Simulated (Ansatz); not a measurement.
BeS (NiAs type, P6_3/mmc), the program Ansatz at the r²SCAN level (PAW), all energies at zero smearing, with the estimated change up to a 700 eV cutoff added, with one set of potentials and settings (totals compare only within such a set). Cell of 4 atoms (2 Be, 2 S): -2000.898 eV.

```
element                reference phase  E (eV/atom)
-------  -----------------------------  -----------
Be       P6_3/mmc, 2 atoms in the cell     -93.3347
S           P2/c, 32 atoms in the cell    -905.8156
```

Formation energy per atom, worked out: (-2000.898 − 2×(-93.3347) − 2×(-905.8156))/4 = -0.649 eV/atom (-63 kJ per mol of atoms), at 0 K, without zero-point energy or fitted corrections.

This is a known high-pressure phase of the composition, computed here at zero pressure and temperature. The cell was relaxed with r²SCAN under the symmetry of its start; its stability against distortions is not shown here. The references are the lowest solids computed at this level, not always the standard phases.

Potentials: the later of the program's two PAW sets.
